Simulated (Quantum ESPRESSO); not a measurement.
## Mo3Al4Nb (input and log of a self-consistent run)

Simulated, not a measurement. The program is pw.x of Quantum ESPRESSO 7.5 (plane-wave density functional theory). The cell is made up: eight metal atoms on a hexagonal close-packed lattice, with elements, volume, strain and displacements drawn at random and not relaxed, so it may be unstable or far from any real phase. PseudoDojo standard norm-conserving files set the functional (PBE unless stated); there is no spin polarisation or spin-orbit coupling, the Fermi-Dirac width of 0.25 eV means electrons at about 2900 K, and the masses in the input are unused placeholders. A spin test at this wide smearing found no moment, but such smearing suppresses magnetism that the real alloy may have.

Input:

```
&control calculation='scf', pseudo_dir='./dojo.nc.sr.pbe.v0_5.standard.upf', outdir='./o', disk_io='minimal', tprnfor=.true., tstress=.true. /
&system ibrav=0, nat=8, ntyp=3, nbnd=47, ecutwfc=82.02448710, nosym=.true., tot_charge=0,
 occupations='smearing', smearing='fd', degauss=0.0183746611
/
&electrons conv_thr=1.470e-08, electron_maxstep=70, mixing_beta=0.5 /
ATOMIC_SPECIES
Al 1.0 Al.upf
Mo 1.0 Mo.upf
Nb 1.0 Nb.upf
CELL_PARAMETERS angstrom
-2.8936 0.0 0.0
0.0 0.0 -4.7279
0.0 -10.0237 0.0
ATOMIC_POSITIONS angstrom
Mo 0.0938 0.0394 0.1432
Al -0.0487 -4.9619 0.0141
Mo 0.0573 -3.4209 -2.3409
Nb -0.0051 -8.4647 -2.4105
Mo -1.5716 -2.5254 -0.0543
Al -1.4768 -7.5805 0.076
Al -1.441 -0.7852 -2.3293
Al -1.443 -5.7585 -2.2521
K_POINTS automatic
8 5 3 1 1 1
```

The log is shortened where brackets say so; the opening notice, blank lines, dates and the lines on written files are dropped, and the path of the files is cut. It prints rydbergs, bohrs and kilobars, and counts compression as positive stress. Its total energy is the free energy E - TS of the whole cell.

```
     Program PWSCF v.7.5
     Parallel version (MPI & OpenMP), running on       4 processor cores
     Number of MPI processes:                 4
     Threads/MPI process:                     1
     [start-up lines left out]
     bravais-lattice index     =            0
     lattice parameter (alat)  =       5.4681  a.u.
     unit-cell volume          =     925.4041 (a.u.)^3
     number of atoms/cell      =            8
     number of atomic types    =            3
     number of electrons       =        67.00
     number of Kohn-Sham states=           47
     kinetic-energy cutoff     =      82.0245  Ry
     charge density cutoff     =     328.0979  Ry
     scf convergence threshold =      1.5E-08
     mixing beta               =       0.5000
     number of iterations used =            8  plain     mixing
     Exchange-correlation= PBE
                           (   1   4   3   4   0   0   0)
     [axes and pseudopotential details left out]
   Cartesian axes
     site n.     atom                  positions (alat units)
         1        Mo     tau(   1) = (   0.0324164   0.0136163   0.0494885  )
         2        Al     tau(   2) = (  -0.0168302  -1.7147844   0.0048728  )
         3        Mo     tau(   3) = (   0.0198023  -1.1822297  -0.8089923  )
         4        Nb     tau(   4) = (  -0.0017625  -2.9253179  -0.8330453  )
         5        Mo     tau(   5) = (  -0.5431297  -0.8727537  -0.0187656  )
         6        Al     tau(   6) = (  -0.5103677  -2.6197470   0.0262649  )
         7        Al     tau(   7) = (  -0.4979956  -0.2713575  -0.8049834  )
         8        Al     tau(   8) = (  -0.4986868  -1.9900816  -0.7783038  )
     number of k points=    60  Fermi-Dirac smearing, width (Ry)=  0.0184
                       cart. coord. in units 2pi/alat
        k(    1) = (  -0.0625000  -0.0481126  -0.0612026), wk =   0.0333333
        k(    2) = (  -0.0625000   0.1443379  -0.0612026), wk =   0.0333333
     [further k points left out]
     Dense  grid:    92925 G-vectors     FFT dimensions: (  32,  54, 120)
     Estimated max dynamical RAM per process >     255.44 MB
     Estimated total dynamical RAM >     953.69 MB
     Initial potential from superposition of free atoms
     starting charge      66.9836, renormalised to      67.0000
     Starting wfcs are   56 randomized atomic wfcs
     total cpu time spent up to now is        5.3 secs
     per-process dynamical memory:   208.8 Mb
     Self-consistent Calculation
     iteration #  1     ecut=    82.02 Ry     beta= 0.50
     Davidson diagonalization with overlap
     ethr =  1.00E-02,  avg # of iterations =  3.5
     total cpu time spent up to now is       16.3 secs
     total energy              =    -564.61565946 Ry
     estimated scf accuracy    <       0.71258115 Ry
     iteration #  2     ecut=    82.02 Ry     beta= 0.50
     Davidson diagonalization with overlap
     ethr =  1.06E-03,  avg # of iterations =  2.9
     total cpu time spent up to now is       27.6 secs
     total energy              =    -563.90999737 Ry
     estimated scf accuracy    <      11.04731969 Ry
     iteration #  3     ecut=    82.02 Ry     beta= 0.50
     Davidson diagonalization with overlap
     ethr =  1.06E-03,  avg # of iterations =  2.4
     total cpu time spent up to now is       37.9 secs
     total energy              =    -564.40600581 Ry
     estimated scf accuracy    <       7.33694119 Ry
     iteration #  4     ecut=    82.02 Ry     beta= 0.50
     Davidson diagonalization with overlap
     ethr =  1.06E-03,  avg # of iterations =  2.7
     total cpu time spent up to now is       47.7 secs
     total energy              =    -564.56445810 Ry
     estimated scf accuracy    <       5.27654751 Ry
     iteration #  5     ecut=    82.02 Ry     beta= 0.50
     Davidson diagonalization with overlap
     ethr =  1.06E-03,  avg # of iterations =  2.0
     total cpu time spent up to now is       56.6 secs
     total energy              =    -564.80711540 Ry
     estimated scf accuracy    <       0.12525086 Ry
     [iterations 6 to 12 left out]
     iteration # 13     ecut=    82.02 Ry     beta= 0.50
     Davidson diagonalization with overlap
     ethr =  4.16E-10,  avg # of iterations =  2.4
     total cpu time spent up to now is      133.6 secs
     total energy              =    -564.82666354 Ry
     estimated scf accuracy    <       0.00000380 Ry
     iteration # 14     ecut=    82.02 Ry     beta= 0.50
     Davidson diagonalization with overlap
     ethr =  4.16E-10,  avg # of iterations =  2.0
     total cpu time spent up to now is      142.3 secs
     total energy              =    -564.82666367 Ry
     estimated scf accuracy    <       0.00000107 Ry
     iteration # 15     ecut=    82.02 Ry     beta= 0.50
     Davidson diagonalization with overlap
     ethr =  4.16E-10,  avg # of iterations =  1.7
     total cpu time spent up to now is      150.6 secs
     total energy              =    -564.82666372 Ry
     estimated scf accuracy    <       0.00000005 Ry
     iteration # 16     ecut=    82.02 Ry     beta= 0.50
     Davidson diagonalization with overlap
     ethr =  7.69E-11,  avg # of iterations =  1.9
     total cpu time spent up to now is      159.0 secs
     total energy              =    -564.82666373 Ry
     estimated scf accuracy    <       0.00000004 Ry
     iteration # 17     ecut=    82.02 Ry     beta= 0.50
     Davidson diagonalization with overlap
     ethr =  5.38E-11,  avg # of iterations =  1.1
     total cpu time spent up to now is      166.9 secs
     End of self-consistent calculation
     [lines on levels left out]
!    total energy              =    -564.82666373 Ry
     estimated scf accuracy    <          4.9E-09 Ry
     smearing contrib. (-TS)   =      -0.09112058 Ry
     internal energy E=F+TS    =    -564.73554315 Ry
     The total energy is F=E-TS. E is the sum of the following terms:
     one-electron contribution =    -295.30607433 Ry
     hartree contribution      =     175.23386204 Ry
     xc contribution           =     -96.43272207 Ry
     ewald contribution        =    -348.23060879 Ry
     convergence has been achieved in  17 iterations
     Forces acting on atoms (cartesian axes, Ry/au):
     atom    1 type  2   force =     0.00377982   -0.03424121   -0.04675282
     atom    2 type  1   force =    -0.00128680    0.01082783    0.01314312
     atom    3 type  2   force =     0.00563381   -0.00010197   -0.01177483
     atom    4 type  3   force =    -0.01095393    0.05170793    0.04511206
     atom    5 type  2   force =    -0.00755346    0.02864014    0.02310340
     atom    6 type  1   force =     0.00767745    0.01780254   -0.02620246
     atom    7 type  1   force =     0.00320119   -0.05627937    0.01348106
     atom    8 type  1   force =    -0.00049808   -0.01835588   -0.01010954
     Total force =     0.122212     Total SCF correction =     0.000082
     Computing stress (Cartesian axis) and pressure
          total   stress  (Ry/bohr**3)                   (kbar)     P=      -70.85
  -0.00058715  -0.00003083  -0.00002589          -86.37       -4.53       -3.81
  -0.00003083  -0.00048549  -0.00003778           -4.53      -71.42       -5.56
  -0.00002589  -0.00003778  -0.00037234           -3.81       -5.56      -54.77
     init_run     :      4.94s CPU      5.17s WALL (       1 calls)
     electrons    :    160.47s CPU    161.66s WALL (       1 calls)
     forces       :      1.38s CPU      1.39s WALL (       1 calls)
     stress       :      4.67s CPU      4.67s WALL (       1 calls)
     [timing details left out]
     PWSCF        :   2m51.54s CPU   2m53.03s WALL
     JOB DONE.
```

In other units: free energy -7684.858 eV for the cell, pressure -7.09 GPa, largest force component 1.447 eV/Å in size. The run took 175 s of wall time with four MPI processes on a shared machine (Intel Xeon, 2023 or later, virtual cores), so the time is rough. A rerun of this cell at a higher cutoff and on a denser mesh moved values by no more than 0.005 eV in energy, 0.15 GPa in stress and 0.012 eV/Å in force, and a second program with other atomic files agreed on that cell to 2 % rms in force and 0.5 GPa in pressure.